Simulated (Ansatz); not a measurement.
GeS:
```xyz
4
Lattice="3.7770 0.0000 0.0000 -1.8885 3.2709 0.0000 0.0000 0.0000 6.7028" Properties=species:S:1:pos:R:3 pbc="T T T"
Ge     0.0000     0.0000     0.0000
Ge     0.0000     0.0000     3.3514
S      0.0000     2.1806     1.6757
S      1.8885     1.0903     5.0271
```

Relaxed with PBE. Special points in fractions of this cell's reciprocal vectors: Γ (0.000, 0.000, 0.000); M (0.500, 0.000, 0.000); K (0.333, 0.333, 0.000); A (0.000, 0.000, 0.500); L (0.500, 0.000, 0.500); H (0.333, 0.333, 0.500).

Question: List the band energies nearest the Fermi level at these points for plane-wave PAW PBE (Ansatz code).

Answer: In eV from the Fermi level; about four levels below and three above (degenerate sets whole), none deeper than 8.9 eV; points with the same levels are listed once.

```json
[
 {"k": "Γ", "below": "-2.57 -2.57 -2.26 -2.26 -0.04", "above": "0.73 2.45 2.45"},
 {"k": "M", "below": "-2.49 -2.19 -1.15 -0.12", "above": "0.81 1.92 3.82"},
 {"k": "K", "below": "-4.89 -4.89 -4.69 -4.69", "above": "0.33 2.49 2.49"},
 {"k": "A", "below": "-2.40 -2.40 -2.40 -2.40 -1.66 -1.66", "above": "2.29 2.29 2.29 2.29"},
 {"k": "L", "below": "-3.49 -3.49 -3.48 -3.48", "above": "1.85 1.85 2.85 2.85"},
 {"k": "H", "below": "-2.66 -2.66 -0.16 -0.16", "above": "3.47 3.47 5.48 5.48"}
]
```

Space group P6_3/mmc (NiAs type). The cell is a constructed one: a structure type filled with these elements; neither database checked (COD, Materials Project) lists it. COD files the formula under space group No. 62, so this cell is another polymorph or a model. Whether it is the stable phase at ambient conditions was not checked. The PBE relaxation kept the symmetry of its start; its stability against distortions is not shown here. Spin–orbit coupling is left out wherever it is not named.

Potentials: the later of the program's two PAW sets.
